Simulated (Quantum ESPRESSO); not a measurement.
Parts of the isotropic shielding in BaF2, by PBE GIPAW (a modified build of Quantum ESPRESSO, JTH PAW datasets), 22.5 Ha, k-mesh 4×4×4 shifted:

```xyz
3
Lattice="0.0000 3.1000 3.1000 3.1000 0.0000 3.1000 3.1000 3.1000 0.0000" Properties=species:S:1:pos:R:3 pbc="T T T"
Ba     0.0000     0.0000     0.0000
F      1.5500     1.5500     1.5500
F      4.6501     4.6501     4.6501
```
The cell was made here from an entry of the Crystallography Open Database (unchecked): atoms relaxed with PBE in the measured cell (PBE without dispersion, pw.x of Quantum ESPRESSO, symmetry kept).  Stability against distortions was not tested.

The core term is that of the free atom's frozen core; the paramagnetic column sums the reconstruction terms. These are absolute shieldings with no macroscopic susceptibility term; δ = σ_ref − σ needs a reference computed alike. In our sweeps, cutoffs and meshes of this size left a few ppm, and up to some 20 ppm on atoms from Zn on. Spin–orbit coupling is left out; its weight grows with the heaviest atom, Ba here. The structure is static (0 K, no zero-point motion).

```tsv
site	core	bare (smooth current)	diamagnetic correction	paramagnetic corrections	σ_iso (ppm)
Ba (atom 1)	6129.8	109.0	-43.9	(withheld)	(withheld)
F (atoms 2, 3)	306.4	58.7	50.7	(withheld)	(withheld)
```

Q: Fill in the missing entries.

A: 
- Ba (atom 1), paramagnetic corrections: -963.0
- Ba (atom 1), σ_iso (ppm): 5232.0
- F (atoms 2, 3), paramagnetic corrections: -274.3
- F (atoms 2, 3), σ_iso (ppm): 141.5
